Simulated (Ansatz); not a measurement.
**Slab of bcc Ta (110), 1 layer**

The slab is cut from the bcc crystal, the stable phase, as relaxed on PAW files (18.30 Å³/atom), with 16 Å of vacuum and a dipole correction:

```
CELL_PARAMETERS angstrom
2.87529 0.00000 0.00000
-0.95843 2.71085 0.00000
0.00000 0.00000 16.00000
ATOMIC_POSITIONS crystal
Ta 0.00000 0.00000 0.50000
```

All numbers are PBE results (scalar-relativistic) from Ansatz 0.2.0, with a Γ-centred 13×13×1 k mesh, Fermi–Dirac smearing of 0.1 eV, no spin polarisation. Methods: LAPW: all electrons, basis error target 1 meV/atom; PAW: frozen-core files, cutoff 420 eV.

The bulk energy comes from a cell in the slab's orientation on a 13×13×8 mesh. The surface energy is (E(slab) − N·E(bulk))/2A at zero smearing, the mean of both faces; thin slabs carry quantum-size effects.

Spin–orbit coupling is left out, which matters for the heavy atoms.

Task: As cut, the LAPW slab lies 2.887 eV above 1 atom of bulk. What surface energy is that?

Result: Over two faces of 7.79 Å² it is 185.2 meV/Å², and times 16.02 J/m² per eV/Å² that gives γ = 2.967 J/m².

| method | γ as cut (J/m²) | Φ as cut (eV) |
| --- | --- | --- |
| LAPW | 2.967 | ? |

Task: Give the missing entry: row "LAPW", column "Φ as cut (eV)".

Result: 4.78.

Task: What changes if relativity is switched off, at the same positions?

Result: LAPW then gives: no gap, work function 4.62 eV.

Task: What changes if the vacuum is set to 9 Å?

Result: LAPW then gives: no gap, work function 4.76 eV; PAW: no gap, work function 4.75 eV. The program warns that the vacuum is too thin.
